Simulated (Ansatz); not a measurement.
**Harmonic thermodynamics of Zn4Se3S**

Level of theory: DFT PBE, scalar-relativistic, plane waves, PAW (Ansatz). Settings: 420 eV plane-wave cutoff, Γ-centred 12×12×2 mesh, fixed occupations. No spin polarisation. Phonons by linear response, acoustic sum rule imposed.

Relaxed structure:
```
CELL_PARAMETERS angstrom
3.99924 0.00000 0.00000
-1.99962 3.46344 0.00000
0.00000 0.00000 13.10511
ATOMIC_POSITIONS crystal
Zn 0.00000 0.00000 0.00808
Zn 0.00000 0.00000 0.49784
Zn 0.33333 0.66667 0.24228
Zn 0.66667 0.33333 0.75262
Se 0.00000 0.00000 0.68684
Se 0.33333 0.66667 0.43232
Se 0.66667 0.33333 0.94207
S 0.00000 0.00000 0.18795
```

The structure comes from a generated guess, relaxed at this level; another structure or a mixture of phases may lie lower. The q mesh is coarse, so values between its points are rough.

Force constants from linear response on a 2×2×1 q mesh, interpolated to a fine mesh.

Q: What is the zero-point energy per atom?

A: 29.5 meV.

Q: How large are the vibrational entropy and heat capacity at 300 K?

A: S = 4.32 k_B and C_V = 2.83 k_B per atom, 94 % of the Dulong–Petit value.

Q: Tabulate them against temperature.

A:
| T (K) | F_vib (meV/atom) | S (k_B/atom) | C_V (k_B/atom) |
| --- | --- | --- | --- |
| 100 | 24.0 | 1.58 | 1.96 |
| 200 | 2.9 | 3.21 | 2.65 |
| 300 | -29.8 | 4.32 | 2.83 |
| 400 | -70.7 | 5.15 | 2.90 |
| 500 | -118.0 | 5.80 | 2.94 |
| 600 | -170.3 | 6.34 | 2.96 |
| 700 | -227.0 | 6.79 | 2.97 |
| 800 | -287.3 | 7.19 | 2.97 |
| 900 | -350.8 | 7.54 | 2.98 |
| 1000 | -417.1 | 7.86 | 2.98 |
